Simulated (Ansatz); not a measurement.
**Question.** Each is relaxed and computed with r²SCAN+D4 in the plane-wave PAW code Ansatz. Which alone has a direct gap?
(A) HCl, I4/mmm (H on 2a, Cl on 2b)
(B) H4BrN, P4/nmm (H on 8i, Br on 2c, N on 2a)
(C) PbO, P4/nmm (Pb on 2c, O on 2a)
(D) BN, Fmm2 (B on 4a, N on 4a)

**Answer.** B, H4BrN, P4/nmm (H on 8i, Br on 2c, N on 2a). H4BrN: gap 4.93 eV (direct); PbO: gap 1.64 eV (indirect); BN: gap 4.01 eV (indirect); HCl: gap 3.04 eV (indirect). Not the usual ambient phase: BN, Fmm2 (B on 4a, N on 4a). Standing as an ambient phase not checked: H4BrN, P4/nmm (H on 8i, Br on 2c, N on 2a). Gas or liquid at ambient conditions: HCl, I4/mmm (H on 2a, Cl on 2b). All cells were relaxed under the symmetry of their starts (and spin orders); stability against distortions was not tested throughout. Spin–orbit coupling is left out wherever it is not named.

Potentials: the later of the program's two PAW sets.
